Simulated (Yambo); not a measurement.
Yambo run on AlN (zinc blende, space group F-43m, No. 216). The wavefunctions come from this Quantum ESPRESSO step (PBE, PseudoDojo standard norm-conserving files, scalar-relativistic):

```
&CONTROL
  calculation = 'nscf'
  pseudo_dir = './pseudo'
  outdir = './out'
/
&SYSTEM
  ibrav = 0
  nat = 2
  ntyp = 2
  ecutwfc = 84.0
  ecutrho = 336.0
  occupations = 'fixed'
  force_symmorphic = .true.
  nbnd = 79
/
&ELECTRONS
  conv_thr = 2e-09
  diago_full_acc = .true.
  diago_thr_init = 1e-08
/
ATOMIC_SPECIES
N 14.0070 N.upf
Al 26.9815 Al.upf
CELL_PARAMETERS angstrom
  0.000000000000   2.183995000000   2.183995000000
  2.183995000000   0.000000000000   2.183995000000
  2.183995000000   2.183995000000   0.000000000000
ATOMIC_POSITIONS crystal
N   0.250000000000   0.250000000000   0.250000000000
Al   0.000000000000   0.000000000000   0.000000000000
K_POINTS automatic
6 6 6 0 0 0
```

Yambo input:

```
rim_cut
gw0
dyson
el_el_corr
HF_and_locXC
ppa
em1d
RandQpts= 1000000
RandGvec= 1 Ry
EXXRLvcs= 84 Ry
VXCRLvcs= 336 Ry
Chimod= "HARTREE"
% BndsRnXp
 1 | 76 |
%
NGsBlkXp= 14 Ry
% LongDrXp
 1.0 | 1.0 | 1.0 |
%
PPAPntXp= 27.2114 eV
% GbndRnge
 1 | 76 |
%
GTermKind= "BG"
DysSolver= "n"
ExtendOut
% QPkrange
 1 | 1 | 4 | 5 |
 4 | 4 | 4 | 5 |
 13 | 13 | 4 | 5 |
%
```

k points by index: 1 = Γ, 4 = L, 13 = X.

Resulting energies as the program prints them:

```
#    K-point    Band    Eo [eV]    E [eV]    E-Eo [eV]    Vxc [eV]    Vnlxc [eV]    Sc|Eo [eV]    Sc|E [eV]    dSc/dw|Eo [eV]    Re(Z)    Im(Z)
#
    1    4    0.000000    -0.940260    -0.940260    -16.95914    -20.92624    2.777690    3.026846    -7.209867    0.790538    -0.001186
    1    5    4.192120    4.699124    0.507004    -12.53197    -8.115212    -3.797848    -3.909756    -6.005234    0.819209    -0.001034
    4    4    -0.480287    -1.493492    -1.013206    -16.60028    -20.79590    2.912054    3.182412    -7.260155    0.789385    -0.001210
    4    5    7.392130    7.985276    0.593146    -11.00898    -5.911411    -4.380805    -4.504427    -5.670376    0.827551    -0.001012
    13    4    -1.775899    -2.983676    -1.207778    -15.43175    -20.08401    3.118056    3.444482    -7.353703    0.787249    -0.001255
    13    5    3.324484    3.658065    0.333581    -9.205630    -5.068303    -3.739754    -3.803746    -5.218747    0.839076    -0.980723E-3
```
(The two width columns are left out.) Convergence of these settings isn't established.

Geometry of the Materials Project entry, not relaxed at this level.

This is not the ordinary phase of the substance; no match was found in the copy of COD used, and its stability was not checked.
